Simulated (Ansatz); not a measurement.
BaCd2Ge2:
```
CELL_PARAMETERS angstrom
     -2.36866     2.36866     5.60273
      2.36866    -2.36866     5.60273
      2.36866     2.36866    -5.60273
ATOMIC_POSITIONS crystal
  Ge 0.38622 0.38622 0.00000
  Ge 0.61378 0.61378 0.00000
  Cd 0.75000 0.25000 0.50000
  Cd 0.25000 0.75000 0.50000
  Ba 0.00000 0.00000 0.00000
```

Relaxed with r²SCAN. Special points in fractions of this cell's reciprocal vectors: Γ (0.000, 0.000, 0.000); X (0.000, 0.000, 0.500); P (0.250, 0.250, 0.250); N (0.000, 0.500, 0.000); M (0.500, 0.500, -0.500); S (0.295, 0.705, -0.295); S0 (-0.295, 0.295, 0.295); R (-0.089, 0.089, 0.500); G (0.500, 0.500, -0.089).

List the band energies nearest the Fermi level at these points for r²SCAN (plane waves, PAW; program Ansatz).

In eV from the Fermi level; about four levels below and three above (degenerate sets whole), none deeper than 8.9 eV; points with the same levels are listed once.

```json
[
 {"k": "Γ", "below": "-0.71 -0.71 -0.17 -0.09", "above": "1.95 2.28 3.22"},
 {"k": "X", "below": "-4.70 -3.61 -2.40 -2.03", "above": "0.70 2.15 2.37"},
 {"k": "P", "below": "-3.39 -2.24 -2.24 -0.13", "above": "3.12 3.12 3.96"},
 {"k": "N", "below": "-2.09 -1.13 -0.20 -0.04", "above": "0.88 1.73 1.96"},
 {"k": "M", "below": "-2.44 -2.44 -1.38 -1.25 -0.56", "above": "0.62 0.78 0.78"},
 {"k": "S", "below": "-5.32 -2.75 -2.20 -2.16", "above": "0.19 0.91 1.08"},
 {"k": "R", "below": "-4.31 -3.60 -2.51 -1.89", "above": "0.66 2.12 2.36"}
]
```

Space group I4/mmm. The workflow started from an entry of the Crystallography Open Database (COD, 298 K). Its standing as an ambient phase is unchecked. Symmetry was held in the r²SCAN relaxation; its stability against distortions is not shown here. Spin–orbit coupling is left out wherever it is not named.

Potentials: the later of the program's two PAW sets.
